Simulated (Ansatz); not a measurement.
Input and command of a calculation in Ansatz (plane waves; scalar-relativistic PAW potentials unless the input names others):

```yaml
crystal:
  lattice:
    - [2.71547, -2.71547, 0.0]
    - [2.71547, 0.0, -2.71547]
    - [9.051747698, 3.620536151, 3.620536151]
  atoms:
    - { symbol: Si, position: [0.3055597233, 0.3055597233, 0.5416333333] }
    - { symbol: Si, position: [0.86112639, -0.13887361, 0.2083] }
    - { symbol: Si, position: [-0.2500069433, -0.2500069433, 0.8749666667] }
    - { symbol: Si, position: [0.1388847233, 0.1388847233, 0.7916333333] }
    - { symbol: Si, position: [0.69445139, 0.69445139, 0.4583] }
    - { symbol: Si, position: [0.2500180567, 0.2500180567, 0.1249666667] }
  symmetry: { detect: false }
basis:
  ecutwfc: 420
kpoints:
  mp_grid: { grid: [8, 8, 3] }
hamiltonian:
  xc: lda
scf:
  occupations: { method: gaussian, width: 0.05 }
output:
  forces: true
  eigenvalues: true
  stress: true
```

```bash
ansatz run input.yaml --threads 2 --pin off --max-ram 5120MiB --backend cpu --events-out ev --progress --plain --runs-dir out
```

Abridged log:
```
Basis set: ecut = 420 eV, 2347 PW (Γ)
Bands: 18, of which v1, the nominal top of the filled ones, is band 12 counted from 1 (11 counted from 0)
Symmetry: 1 space group operations
k-points: 98 of 192 (time reversal used)
SCF iter   1: F=—  HF=-3650.578222 eV  |F-HF|=—  |Δ(HF+E_count)|=         —  Δρ=4.47e-3  dr2=3.75e-2  ethr=1.77e-3  ⟨swp⟩=7.2  Hψ=11642  notcnv=0  defer=9
SCF iter   2: F=—  HF=-3650.572219 eV  |F-HF|=—  |Δ(HF+E_count)|=   6.00e-3  Δρ=2.48e-3  dr2=8.12e-3  ethr=1.56e-4  ⟨swp⟩=1.0  Hψ=2550  notcnv=0  defer=18
SCF iter   3: F=—  HF=-3650.570724 eV  |F-HF|=—  |Δ(HF+E_count)|=   1.49e-3  Δρ=4.04e-4  dr2=2.60e-4  ethr=3.38e-5  ⟨swp⟩=2.7  Hψ=2806  notcnv=0  defer=2
automatic band count: iteration 3 solves 17 bands in place of 18: the levels show a gap, and the empty bands left out lie too high to hold charge; the band table lists the bands solved (type scf.n_extra_bands for more)
SCF iter   4: F=—  HF=-3650.570722 eV  |F-HF|=—  |Δ(HF+E_count)|=   2.31e-6  Δρ=9.03e-5  dr2=1.60e-5  ethr=1.08e-6  ⟨swp⟩=2.3  Hψ=2244  notcnv=0  defer=2
SCF iter   5: F=—  HF=-3650.570719 eV  |F-HF|=—  |Δ(HF+E_count)|=   2.70e-6  Δρ=2.16e-5  dr2=1.41e-6  ethr=6.68e-8  ⟨swp⟩=2.7  Hψ=2646  notcnv=0  defer=2
SCF iter   6: F=-3650.570719 eV  HF=-3650.570719 eV  |F-HF|=1.70e-9  |Δ(HF+E_count)|=   1.80e-8  Δρ=3.98e-6  dr2=1.94e-8  ethr=4.17e-10  ⟨swp⟩=6.0  Hψ=9100  notcnv=0
SCF 1 converged in 6 iterations: F = -3650.570719 eV  dr2 = 1.94e-8
SCF converged after 6 iterations
Free energy (F): -3650.570719 eV
Harris-Foulkes:  -3650.570719 eV  (|F-HF|=1.70e-9)
Internal energy: -3650.569855 eV  (E = F + TS)
E sigma→0 (E₀):  -3650.570287 eV
Entropy (-TS):   -0.000864 eV (-0.144 meV/atom)
Fermi energy:    5.814794 eV
--- Forces (eV/Å), atoms counted from 1 ---
  atom   1  Si    -0.07581060    -0.07713747    -0.07713748
  atom   2  Si    -0.05661729    -0.05449140    -0.05449150
  atom   3  Si     0.13520174     0.15906017     0.15906012
  atom   4  Si     0.05661905     0.05449315     0.05449308
  atom   5  Si     0.07580920     0.07713601     0.07713599
  atom   6  Si    -0.13520254    -0.15906101    -0.15906082
--- Stress (GPa, compression-positive) ---
       -3.333299       0.870262       0.870262
        0.870262      -3.500763       0.697640
        0.870262       0.697640      -3.500763
  P = ⅓ Tr σ = -3.4449 GPa (-34.449 kbar)
```

Apart from outputs and empty bands, the input differs from a reference run on usual settings in crystal.symmetry: not typed → {"detect": false}. The reference, at the same geometry (not necessarily relaxed), gave pressure -3.44 GPa, largest force 0.262 eV/Å, no gap on the mesh. This run converged in 6 SCF iterations (reference: 6) with an energy at zero smearing within 0.01 meV/atom of the reference's, pressure -3.44 GPa, largest force 0.262 eV/Å, no gap on the mesh.

It took 7 s on 2 threads of Arm Neoverse V2, with other jobs on the host, peak memory 0.43 GiB.